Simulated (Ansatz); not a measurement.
Level of theory: DFT PBE, scalar-relativistic, plane waves, PAW (Ansatz 0.2.0). All cells share a 420 eV cutoff and Γ-centred k meshes spaced at most about 0.3 Å⁻¹ (about 0.25 or finer for metals, 2π included). No spin polarisation in the final relaxations.

These are static total energies at zero pressure.

Compare these two cells of Ge₅P, each relaxed at this level.

A.

```
CELL_PARAMETERS angstrom
5.13408 0.00000 0.00000
-2.56704 4.44625 0.00000
0.00000 0.00000 4.88828
ATOMIC_POSITIONS crystal
Ge 0.67639 0.00000 0.00000
Ge 0.00000 0.67639 0.00000
Ge 0.32361 0.32361 0.00000
Ge 0.33333 0.66667 0.50000
Ge 0.66667 0.33333 0.50000
P 0.00000 0.00000 0.50000
```

B.

```
CELL_PARAMETERS angstrom
0.00000 3.89049 3.89049
3.89049 0.00000 3.89049
3.89049 3.89049 0.00000
ATOMIC_POSITIONS crystal
Ge 0.75000 0.75000 0.75000
Ge 0.37475 0.37475 0.87575
Ge 0.37475 0.87575 0.37475
Ge 0.37475 0.37475 0.37475
Ge 0.87575 0.37475 0.37475
P 0.00000 0.00000 0.00000
```

Question: Which form is favoured at zero pressure, and by what margin per atom?

Answer: A is lower, by 189 meV/atom. A has Ge and P ordered on hcp sites, space group P-62m (No. 189), 18.6 Å³/atom and no gap on its mesh; B has space group F-43m (No. 216), 19.6 Å³/atom and no gap. Counting Ge atoms around P (those within 1.25 times the shortest such distance or 1.15 times the sum of covalent radii, 1.27 where that leaves under three; the shortest distance is added where it exceeds 1.18 times the sum of covalent radii), A has P 12 from 3.0 Å and B has P 16 from 3.2 Å. The denser one is the lower, and pressure would at first widen the difference. Even the lower one lies +0.38 eV/atom against the reference forms of the elements (uncorrected), so neither is stable at this level. In A, around Ge on a site of symmetry m2m lie 10 Ge at 2.88–3.01 Å and 2 P at 2.96 Å; Ge on a site of symmetry -6 has 3 P at 2.96 Å and 9 Ge at 2.96–3.00 Å; P has 12 Ge at 2.96 Å. In B, around Ge on a site of symmetry -43m lie 12 Ge at 3.23 Å and 4 P at 3.37 Å; Ge on a site of symmetry 3m has 6 Ge at 2.75–2.76 Å, 3 P at 3.23 Å and 3 Ge at 3.23 Å; around P lie 16 Ge at 3.23–3.37 Å (long against the sum of covalent radii). Both come from invented guesses. A third cell relaxed alike, in P-6m2, lies 113 meV/atom below the lower of the two.

A magnetic state wasn't ruled out in cells without spin, among them P-62m, F-43m. Cells relaxed within their symmetry can be saddle points.
